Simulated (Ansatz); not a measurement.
MnGe$_{7}$As$_{8}$: constraining the magnetisation

MnGe$_{7}$As$_{8}$ is taken as a small unrelaxed cell with one substitutional d or f atom, 16 atoms in the cell. One Ge of COD entry 1528444 is replaced by Mn, with no charge compensation.

```xyz
16
Lattice="-3.7150 3.7150 5.8320 3.7150 -3.7150 5.8320 3.7150 3.7150 -5.8320" Properties=species:S:1:pos:R:3 pbc="T T T"
As    0.0000    0.0000    2.4144
As    1.8575    1.8575   -0.5016
As    1.8575   -1.8575    5.3304
As    3.7150    0.0000    2.4144
As   -1.8575    1.8575    5.3304
As    0.0000    3.7150    2.4144
As    0.0000    0.0000    8.2464
As    1.8575    1.8575    5.3304
Mn    0.0000    0.0000    0.0000
Ge    1.8575    1.8575   -2.9160
Ge    1.8575   -1.8575    2.9160
Ge    3.7150    0.0000    0.0000
Ge   -1.8575    1.8575    2.9160
Ge    0.0000    3.7150    0.0000
Ge    0.0000    0.0000    5.8320
Ge    1.8575    1.8575    2.9160
```

Atoms are numbered from 1 in the order listed.

Method: Ansatz, DFT, PBEsol+U, PAW, plane waves, scalar-relativistic.

```
Hubbard term (Dudarev form) : U − J = 3.4 eV on Mn d, on Löwdin-orthonormalised all-electron atomic orbitals
Plane-wave cutoff           : 420 eV
k-point mesh                : 2×2×2 (Γ-centred)
Occupations                 : Gaussian smearing, 0.01 eV
```

Site moments are integrals over atomic spheres and don't add up to the total.

A static U favours moments and orbital order; the result depends on U and need not be the measured state.

The mesh is coarse, so energy differences (and at times their sign) aren't converged.

Each run fixes N↑ − N↓ and starts with that moment spread in parallel over the Mn atoms; no search for lower states follows. Energies are free energies per cell above the lowest run, the runs with a free moment included. A row is the solution that its start led to, not a proven minimum at that M. The cell holds one magnetic atom, so only parallel order fits; orders in a larger cell may lie lower. The program warns that the SCF threshold is loose for stress, so pressures can be off by 0.1 GPa or more.

The run at M = 5.00 μB took 15 s on 4 threads of Intel(R) Xeon(R) Platinum 8259CL CPU @ 2.50GHz (Skylake/Cascade Lake), on a shared host, peak memory 1.4 GiB.

```tsv
fixed M (μB/cell)	F − F(lowest) (meV/cell)	moments of As1 Mn9 (μB)	pressure (GPa)
1.00	238	-0.22 3.96	1.0
3.00	13	-0.12 4.00	0.4
5.00	26	-0.02 4.05	0.5
7.00	228	0.09 4.06	0.7
```

The lowest fixed-moment run is the one at M = 3.00 μB (13 meV). With the constraint released: “usual moment scaled by 0.1, free total moment [Mn9 0.45 μB]” ends at 3.96 μB, 0 meV; “usual moment, free total moment [Mn9 4.50 μB]” ends at 3.96 μB, 0 meV.
